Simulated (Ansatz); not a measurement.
Ansatz (a program for electronic structure) input:

Ansatz 0.2 input:
```yaml
crystal:
  lattice:
    - [4.0989247142, 0.0, 0.0]
    - [0.0, 4.0989247142, 0.0]
    - [0.0, 0.0, 5.7845257025]
  atoms:
    - { symbol: Mg, position: [0.5, 0.0, 0.7368737478] }
    - { symbol: Mg, position: [0.0, 0.5, 0.2631262522] }
    - { symbol: Se, position: [0.5, 0.5, 0.0] }
    - { symbol: S, position: [0.0, 0.0, 0.5] }
kpoints:
  mp_grid: { grid: [5, 5, 4] }
hamiltonian:
  xc: hse06
  pseudopotentials: { kind: paw }
scf:
  n_extra_bands: 6
  occupations: { method: fixed }
output:
  eigenvalues: true
  eigenstates:
    e_range: [-9.0, 12.1]
    kpoints:
      - [0.0, 0.0, 0.0]  # VBM
      - [0.0, 0.0, 0.0]  # CBM
      - [0.0, 0.0, 0.0]  # GAMMA
      - [0.0, 0.0, 0.5]  # Z
      - [0.5, 0.5, 0.0]  # M
      - [0.5, 0.5, 0.5]  # A
      - [0.0, 0.5, 0.5]  # R
      - [0.0, 0.5, 0.0]  # X
```

Output (shortened):

```
Pseudopotential: Mg, paw, valence charge 10
Pseudopotential: Se, paw, valence charge 16
Pseudopotential: S, paw, valence charge 6
Functional definition: HSE06
davidson cushion auto → on  (no smearing: the cushion is to keep the highest requested band from converging to the state above it …
Crystal: 4 atoms, lattice volume = 97.187 Å³
Basis set: ecut = 420 eV, 1891 PW (Γ)
Bands: 27, of which v1, the nominal top of the filled ones, is band 21 counted from 1 (20 counted from 0)
Symmetry: 8 space group operations
Space group: P-4m2 (ITA 115), of the structure as read, at distance tolerance 4.6e-5 Å
k-points: 18 of 100 (time reversal used)
SCF iter   1: F=—  HF=-10224.064968 eV  |F-HF|=—  |Δ(HF+E_count)|=         —  Δρ=7.38e-4  dr2=1.14e-3  ethr=1.77e-3  ⟨swp⟩=11.1  Hψ=2431  notcnv=0
preconditioner: auto → none
iter 2 solved again at ethr=2.29e-7 eV; its pass at ethr=2.71e-6 eV (dr2=9.61e-5 eV) is discarded
SCF iter   2: F=-10224.064616 eV  HF=-10224.064645 eV  |F-HF|=2.90e-5  |Δ(HF+E_count)|=   3.23e-4  Δρ=3.03e-4  dr2=9.60e-5  ethr=2.29e-7  ⟨swp⟩=2.1  Hψ=2885  notcnv=0
SCF 1 stopped early in 2 iterations: F = -10224.064616 eV  dr2 = 9.60e-5
Crystal: 4 atoms, lattice volume = 97.187 Å³
Exchange kernel: α = 0.2500, screened, ω = 0.2079 Å⁻¹, Wigner–Seitz truncation, v(0) = 1046.0319 eV·Å³, q-mesh 5×5×4, nearest image of the exchange supercell L …
Frozen-core exchange: fock
SCF iter   1: F=—  HF=-10227.081365 eV  |F-HF|=—  |Δ(HF+E_count)|=         —  Δρ=3.48e-3  dr2=6.89e-3  ethr=2.29e-6  ⟨swp⟩=7.8  Hψ=2350  notcnv=0
preconditioner: auto → none
SCF iter   2: F=—  HF=-10227.073773 eV  |F-HF|=—  |Δ(HF+E_count)|=   7.59e-3  Δρ=1.52e-3  dr2=1.72e-3  ethr=2.29e-6  ⟨swp⟩=4.1  Hψ=1657  notcnv=0
SCF iter   3: F=—  HF=-10227.073447 eV  |F-HF|=—  |Δ(HF+E_count)|=   3.26e-4  Δρ=4.36e-4  dr2=5.79e-4  ethr=2.29e-6  ⟨swp⟩=3.0  Hψ=1308  notcnv=0
SCF iter   4: F=—  HF=-10227.079331 eV  |F-HF|=—  |Δ(HF+E_count)|=   5.88e-3  Δρ=4.06e-4  dr2=1.01e-4  ethr=3.12e-7  ⟨swp⟩=4.0  Hψ=1895  notcnv=0
SCF iter   5: F=—  HF=-10227.079296 eV  |F-HF|=—  |Δ(HF+E_count)|=   3.50e-5  Δρ=5.26e-5  dr2=6.98e-6  ethr=2.30e-7  ⟨swp⟩=3.0  Hψ=1392  notcnv=0
SCF iter   6: F=-10227.079353 eV  HF=-10227.079354 eV  |F-HF|=9.80e-7  |Δ(HF+E_count)|=   5.73e-5  Δρ=4.34e-5  dr2=2.01e-6  ethr=4.02e-9  ⟨swp⟩=4.4  Hψ=1805  notcnv=0
SCF 2 stopped early in 6 iterations: F = -10227.079353 eV  dr2 = 2.01e-6
hybrid outer 1: dexx = +6.443e-3 eV, tail = 7.85e-5 eV
Crystal: 4 atoms, lattice volume = 97.187 Å³
Exchange kernel: α = 0.2500, screened, ω = 0.2079 Å⁻¹, Wigner–Seitz truncation, v(0) = 1046.0319 eV·Å³, q-mesh 5×5×4, nearest image of the exchange supercell L …
Frozen-core exchange: fock
SCF iter   1: F=—  HF=-10227.079330 eV  |F-HF|=—  |Δ(HF+E_count)|=         —  Δρ=3.16e-5  dr2=5.29e-7  ethr=9.34e-7  ⟨swp⟩=2.3  Hψ=1088  notcnv=0
preconditioner: auto → none
SCF iter   2: F=—  HF=-10227.079330 eV  |F-HF|=—  |Δ(HF+E_count)|=   3.08e-7  Δρ=1.67e-5  dr2=1.57e-7  ethr=1.14e-9  ⟨swp⟩=4.2  Hψ=1906  notcnv=0
SCF iter   3: F=-10227.079330 eV  HF=-10227.079330 eV  |F-HF|=2.70e-9  |Δ(HF+E_count)|=   1.19e-8  Δρ=7.21e-6  dr2=5.68e-8  ethr=2.58e-10  ⟨swp⟩=3.0  Hψ=1185  notcnv=0
SCF 3 converged in 3 iterations: F = -10227.079330 eV  dr2 = 5.68e-8
hybrid outer 2: dexx = +2.837e-7 eV, tail = 1.65e-7 eV, Δε = 1.79e-3 eV (about 1.81e-4 eV left of the loop's levels)
NSCF: frozen V_eff on 8 k-points
hybrid SCF converged: 2 outer / 9 inner (+2 warm-up), last move |dexx| = 2.84e-7 eV, tail = 1.65e-7 eV
Stability not checked (fock_operator)
Free energy (F): -10227.079331 eV
Frozen-core exchange: fock
Harris-Foulkes:  -10227.079331 eV  (|F-HF|=2.70e-9)
Internal energy: -10227.079331 eV  (E = F + TS)
E sigma→0 (E₀):  -10227.079331 eV
Fermi energy:    3.180541 eV
--- Per-component energies (eV) ---
  E_band       = -1266.576409
  E_kinetic    = 379.431069
  E_local      = -6447.003795  (includes V_loc(G=0)·N_el)
  E_nonlocal   = -379.814390
  E_hartree    = 2705.034931
  E_xc         = -210.799329
  E_vxc        = -211.558916  (∫ρ·V_xc dr)
  E_exx        = -182.820747  (= α·E_x^exact, valence–valence)
  E_paw        = -2963.766966  (= ΣΔE_a)
  E_vpaw       = 347.940341  (= ΣTr[D̂ρ^β])
  E_aug_tail   = -0.000605  (compensation charges beyond the density's cutoff)
  E_ewald      = -3126.105409
  E_core_change = -1.234090  (= ΣΔE_core)
  E_smearing   =  0.000000  (= −TS)
  E_closure    =  0.000000  (closes the sum)
  Σ components = -10227.079331   (vs F -10227.079331, Δ=1.82e-12)
  [band-id]    e_kinetic+e_local+e_nonlocal+2·e_hartree+e_vxc+2·e_exx+e_vpaw+e_augmentation_tail = -1266.577928   (vs E_band -1266.576409, Δ=-1.52e-3)
--- Band table (eV; the first three rows and the last of 18) ---
  k-point 0: bands = ["-75.8839", "-75.8838", "-45.7058", "-45.7058", "-45.7047", "-45.6950", "-45.6908", "-40.7866", "-40.7866", "-40.7809", "-40.7782", "-40.7692", "-40.7692", "-9.5118", "-8.5684", "-0.0708", "1.7619", "1.7619", "3.0571", "3.1805", …
  k-point 1: bands = ["-75.8839", "-75.8838", "-45.7058", "-45.7058", "-45.7047", "-45.6950", "-45.6908", "-40.7866", "-40.7866", "-40.7805", "-40.7786", "-40.7692", "-40.7692", "-9.3923", "-8.7220", "0.2508", "1.8707", "1.8707", "2.3148", "3.0106", "3.0106", …
  k-point 2: bands = ["-75.8839", "-75.8838", "-45.7058", "-45.7058", "-45.7047", "-45.6950", "-45.6908", "-40.7866", "-40.7866", "-40.7797", "-40.7794", "-40.7692", "-40.7692", "-9.1373", "-9.0105", "1.0746", "1.1820", "2.0204", "2.0204", "2.8017", "2.8017", …
  k-point 17: bands = ["-75.8838", "-75.8838", "-45.7057", "-45.7057", "-45.7046", "-45.6949", "-45.6908", "-40.7880", "-40.7878", "-40.7795", "-40.7794", "-40.7708", "-40.7699", "-8.7064", "-8.5224", "0.2759", "0.4095", "0.8829", "1.1865", "1.9718", …
```

Cost: about 2.8 core-minutes (a rough figure) on shared cores.

The points marked VBM and CBM come from a semilocal run.

The first step of the workflow began from a Materials Project structure, measured or hypothetical; the Crystallography Open Database copy checked does not list it. Whether it is the stable phase at ambient conditions was not checked. Symmetry was held in the PBEsol relaxation; of distortions, only those at the zone centre were tested. Spin–orbit coupling is left out wherever it is not named.

Potentials: the later of the program's two PAW sets.

Ansatz is a plane-wave DFT program.
